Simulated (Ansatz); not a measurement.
AuSb2 (space group Pa-3)

```xyz
12
Lattice="6.6246 0.0000 0.0000 0.0000 6.6246 0.0000 0.0000 0.0000 6.6246" Properties=species:S:1:pos:R:3 pbc="T T T"
Sb     2.4841     0.8282     5.7964
Sb     4.1405     5.7964     0.8282
Sb     0.8282     5.7964     2.4841
Sb     5.7964     0.8282     4.1405
Sb     5.7964     2.4841     0.8282
Sb     0.8282     4.1405     5.7964
Sb     4.1405     4.1405     4.1405
Sb     2.4841     2.4841     2.4841
Au     0.0000     3.3123     3.3123
Au     3.3123     3.3123     0.0000
Au     3.3123     0.0000     3.3123
Au     0.0000     0.0000     0.0000
```

Computed with LDA (plane waves to 420 eV, PAW, scalar-relativistic; Ansatz, a quantum-chemistry and plane-wave program). Harmonic phonons by density-functional perturbation theory on a 6×6×6 k mesh, in cm⁻¹ and rounded to 5; i marks imaginary ones, q is in fractions of the reciprocal vectors of the cell shown, and the three acoustic modes at Γ are left out. AuSb2 was relaxed with its symmetry unable to fall. Spin-orbit coupling is left out, though Au and Sb are heavy.

**Question.** Is the structure dynamically stable at Γ?

**Answer.** No imaginary mode at these points (lowest 40 cm⁻¹ at Γ); other wave vectors were not tested.

**Question.** Predict the phonon wavenumbers at Γ.

**Answer.** 
| q | wavenumbers (cm⁻¹) |
|---|---|
| Γ | 40 (×3), 50, 55 (×2), 65 (×3), 105, 115 (×3), 120 (×2), 120 (×3), 150 (×3), 150 (×3), 150, 160 (×3), 160 (×2), 165 (×3) |
